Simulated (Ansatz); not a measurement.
Here is the system:

TiTe2:
```
CELL_PARAMETERS angstrom
      1.82976     1.05641     6.49775
     -1.82976     1.05641     6.49775
      0.00000    -2.11283     6.49775
ATOMIC_POSITIONS crystal
  Ti 0.00047 0.00047 0.00047
  Te 0.75583 0.75583 0.75583
  Te 0.57701 0.57701 0.57701
```

This is the LDA-relaxed structure.

Task: All from plane-wave PAW LDA (Ansatz code), unless another level is named. Give the electronic character.

Result: metallic (no gap).

Task: Predict the density of states at the Fermi level.

Result: 0.68 states/eV per atom (mean over ±0.08 eV).

Task: Next, the formation energy from the elements (no fitted shifts)?

Result: -0.60 eV/atom.

Space group R3m. A made-up cell: these elements were put on the sites of a structure type; neither database checked (COD, Materials Project) lists it. COD files the formula under space group No. 164. Its standing as an ambient phase is unchecked. Symmetry was held in the LDA relaxation; whether a distortion lowers the energy is not shown. The run is not spin-polarised. A crystal of weakly bound layers computed without a dispersion correction: the cell and the soft elastic constants depend strongly on that. The references are the lowest solids computed at this level, not always the standard phases. Scalar-relativistic: spin–orbit coupling is off unless named, which matters more the heavier the elements.

Potentials: the later of the program's two PAW sets.
